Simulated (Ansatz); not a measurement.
KMgH₃ (cubic perovskite, Pm-3m), plane-wave PAW r²SCAN (Ansatz code). The conduction-band minimum lies at R, with 1 equivalent valley. Second derivatives d²E/dk² of the lowest band at one valley (eV·Å²), along Cartesian directions:

```tsv
direction	d²E/dk²
[100]	20.83
[010]	20.83
[001]	20.83
[110]	20.82
[101]	20.82
[011]	20.82
```

Question: Find the principal effective masses, the density-of-states mass and the conductivity mass.

Answer: Off-diagonal terms follow from H_xy = H[110] − (H_xx + H_yy)/2, and m*/mₑ = 7.620 eV·Å² over each eigenvalue: 0.37, 0.37, 0.37. One valley's DOS mass (m₁m₂m₃)^(1/3) = 0.37, conductivity mass 3/(Σ 1/mᵢ) = 0.37 mₑ.

Question: What effective density of states Nc follows at 300 K for parabolic valleys?

Answer: Nc = 2.509e19 × 1 × (0.37)^(3/2) ≈ 5.6e18 cm⁻³.

The workflow started from a Materials Project entry (that database holds measured and hypothetical structures alike); the Crystallography Open Database files this formula in space group No. 221, but the cells were not matched. Whether it is the stable phase at ambient conditions was not checked. The cell was relaxed with r²SCAN under the symmetry of its start; its stability against distortions is not shown here.

Potentials: the later of the program's two PAW sets.

Edges and masses are those of Kohn–Sham bands, whose gap is no quasiparticle gap.
